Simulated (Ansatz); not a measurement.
Start of a relaxation of Ba2B5:

```yaml
crystal:
  lattice:
    - [4.08347, 0.00000, 0.00000]
    - [-2.04173, 3.53638, 0.00000]
    - [0.00000, 0.00000, 7.91378]
  atoms:
    - { symbol: Ba, position: [0.00000, 0.00000, 0.72350] }
    - { symbol: Ba, position: [0.00000, 0.00000, 0.27650] }
    - { symbol: B, position: [0.50000, 0.00000, 0.50000] }
    - { symbol: B, position: [0.00000, 0.50000, 0.50000] }
    - { symbol: B, position: [0.50000, 0.50000, 0.50000] }
    - { symbol: B, position: [0.00000, 0.00000, 0.00000] }
    - { symbol: B, position: [0.00000, 0.00000, 0.50000] }
```

Method: DFT PBE, scalar-relativistic, plane waves, PAW (Ansatz 0.2.0). Cutoff 420 eV, Gaussian smearing, Γ-centred meshes. Cell and atoms relax first on a coarse mesh and then on a finer one. In between, the cell is made exact in the group found at 0.06 Å. In metals the finer mesh still leaves noise of several meV/atom or more. The steps can't lower the symmetry of their start. No spin polarisation.

A guess keeps its type if space group and coordination stay and the shape of the cell changes little (axis ratios within about 15 %, angles within 6°); the volume may change.

Task: Does this structure survive the relaxation?

Result: It doesn't keep its type. The symmetry stays P6/mmm (No. 191). The volume per atom grows by 10.8 %, from 16.3 to 18.1 Å³. The shortest distance goes from 1.77 Å (Ba–B) to 1.80 Å (B–B). The ratio c/a of the conventional cell changes by a factor of 1.63. Counting neighbours within 15 % of an atom's shortest distance, the start has B 2/6, Ba 1 and the end B 2/6, Ba 2. In detail, at the end Ba is surrounded by 2 B at 2.79–2.87 Å, 6 B at 3.32 Å and 6 Ba at 3.59 Å; B on a site of symmetry mmm is surrounded by 6 B at 1.80 Å, 6 B at 3.11 Å and 4 Ba at 3.32 Å; B on a site of symmetry 6/mmm has 2 Ba at 2.87 Å and 6 B at 3.59 Å; 1 more site not described.

```cif
data_structure
_symmetry_space_group_name_H-M 'P 1'
_symmetry_Int_Tables_number 1
_cell_length_a 3.5940
_cell_length_b 3.5940
_cell_length_c 11.3216
_cell_angle_alpha 90.000
_cell_angle_beta 90.000
_cell_angle_gamma 120.000
_cell_volume 126.64
loop_
_atom_site_label
_atom_site_type_symbol
_atom_site_fract_x
_atom_site_fract_y
_atom_site_fract_z
_atom_site_occupancy
Ba1 Ba 0.00000 0.00000 0.74620 1
Ba2 Ba 0.00000 0.00000 0.25380 1
B1 B 0.50000 0.00000 0.50000 1
B2 B 0.00000 0.50000 0.50000 1
B3 B 0.50000 0.50000 0.50000 1
B4 B 0.00000 0.00000 0.00000 1
B5 B 0.00000 0.00000 0.50000 1
```

The zero of energy is the elements' standard structures at the same level; no fitted shifts are applied.

Task: At what energy does it end?

Result: +1.03 eV/atom. It can't be a ground state, since the elements alone are lower.

The last run used a 12×12×4 mesh (in the run's order of axes) for its 7-atom cell and Gaussian smearing of 0.10 eV. The cell is a metal run without spin; a magnetic state may lie lower. A structure relaxed within its symmetry needn't be a true minimum.

In counts of neighbours, a slash parts the counts of unlike sites.
